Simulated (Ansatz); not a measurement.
All numbers below come from Ansatz, DFT PBE, scalar-relativistic, plane waves, PAW. Settings of the last relaxation (12-atom cell): 420 eV, 12×12×2 k points, Gaussian smearing of 0.02 eV, no spin polarisation.

Energies over the elements count from the elements' standard structures at the same level, with no fitted energy shifts. The references include black phosphorus.

Problem. Find a candidate hexagonal semiconductor with formula Al₂GaP₃, with a gap near 1.5 eV, a formation energy near −0.56 eV/atom and about 21 Å³ per atom, in a cell of 12 atoms. Its symmetry should be P6_3mc (No. 186).

Solution. Al₂GaP₃, space group P6_3mc (No. 186). Around Al on its first site lie 4 P at 2.38–2.39 Å; Al on its second site has 4 P at 2.38–2.39 Å; Ga has 4 P at 2.39 Å; P on its first site is surrounded by 4 Al at 2.38–2.39 Å; 2 more sites not described.

```
Al Ga P
1.0
     3.88588    0.00000    0.00000
    -1.94294    3.36527    0.00000
     0.00000    0.00000   19.16456
Al Ga P
4 2 6
Cartesian
  0.0000 2.2435 0.0004
  0.0000 2.2435 12.7730
  1.9429 1.1218 3.1907
  1.9429 1.1218 9.5827
  0.0000 2.2435 6.3945
  1.9429 1.1218 15.9768
  0.0000 2.2435 2.3932
  0.0000 2.2435 8.7892
  0.0000 2.2435 15.1656
  1.9429 1.1218 5.5833
  1.9429 1.1218 11.9754
  1.9429 1.1218 18.3715
```

The volume per atom is 20.88 Å³. The density is 2.87 g/cm³, the formation energy is −0.559 eV/atom and the gap on the 12×12×2 mesh of the 12-atom cell is 1.52 eV.

The cell was found from a structure generator's guess, not taken from experiment. The answer needn't be unique; the calculation gave this one.

Kohn–Sham gaps at this level usually fall short of measured ones. The reference form of P is held partly by dispersion forces, which this level lacks. Symmetry constrained the relaxation, so the result can be a saddle point.
